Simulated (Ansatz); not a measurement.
Consider the following.

LiFePO4:
```cif
data_Fe4Li4O16P4
_chemical_formula_sum 'Li4 Fe4 P4 O16'
_space_group_name_H-M_alt 'P 1'
_space_group_IT_number 1
_cell_length_a 5.98956
_cell_length_b 4.67323
_cell_length_c 10.27906
_cell_angle_alpha 90.000
_cell_angle_beta 90.000
_cell_angle_gamma 90.000
loop_
_space_group_symop_operation_xyz
  'x, y, z'
loop_
_atom_site_label
_atom_site_type_symbol
_atom_site_fract_x
_atom_site_fract_y
_atom_site_fract_z
_atom_site_occupancy
Li1 Li 0.75000 0.75000 0.00000 1
Li2 Li 0.75000 0.25000 0.50000 1
Li3 Li 0.25000 0.25000 0.50000 1
Li4 Li 0.25000 0.75000 0.00000 1
Fe1 Fe 0.50000 0.22331 0.78177 1
Fe2 Fe 0.00000 0.27669 0.21823 1
Fe3 Fe 0.00000 0.72331 0.71823 1
Fe4 Fe 0.50000 0.77669 0.28177 1
P1 P 0.50000 0.32971 0.09472 1
P2 P 0.00000 0.17029 0.90528 1
P3 P 0.00000 0.82971 0.40528 1
P4 P 0.50000 0.67029 0.59472 1
O1 O 0.50000 0.00375 0.09479 1
O2 O 0.00000 0.49625 0.90521 1
O3 O 0.00000 0.50375 0.40521 1
O4 O 0.50000 0.99625 0.59479 1
O5 O 0.20455 0.03779 0.83343 1
O6 O 0.29545 0.46221 0.16657 1
O7 O 0.29545 0.53779 0.66657 1
O8 O 0.20455 0.96221 0.33343 1
O9 O 0.79545 0.96221 0.33343 1
O10 O 0.70455 0.53779 0.66657 1
O11 O 0.70455 0.46221 0.16657 1
O12 O 0.79545 0.03779 0.83343 1
O13 O 0.00000 0.04185 0.04337 1
O14 O 0.50000 0.45815 0.95663 1
O15 O 0.50000 0.54185 0.45663 1
O16 O 0.00000 0.95815 0.54337 1
```
The run is spin-polarised.

This is the r²SCAN-relaxed structure.

Question: All from the program Ansatz at the r²SCAN level (PAW), unless another level is named. Predict the magnetic order.

Answer: antiferromagnetic.

Question: And the Bader charges?

Answer: Li +0.91, Fe +1.50, P +3.86, O -1.59 to -1.55 e.

Space group Pnma. The workflow started from a Materials Project entry (that database holds measured and hypothetical structures alike); the Crystallography Open Database files this formula in space group No. 62, but the cells were not matched. Its standing as an ambient phase is unchecked. The cell was relaxed with r²SCAN under the symmetry of its start, as lowered by the spin order; whether a distortion lowers the energy is not shown. Magnetic state: antiferromagnetic, chosen from 4 collinear starts compared on coarse meshes (ties went to the first, and starts can fall back to one state), not a proven ground state. Other orbital occupations within this spin state were not tried. No Hubbard U is applied.

Potentials: the earlier of the program's two PAW sets. The files were generated under PBE; for other functionals the program regenerates the frozen cores, and for LDA and PBEsol the local potential too.
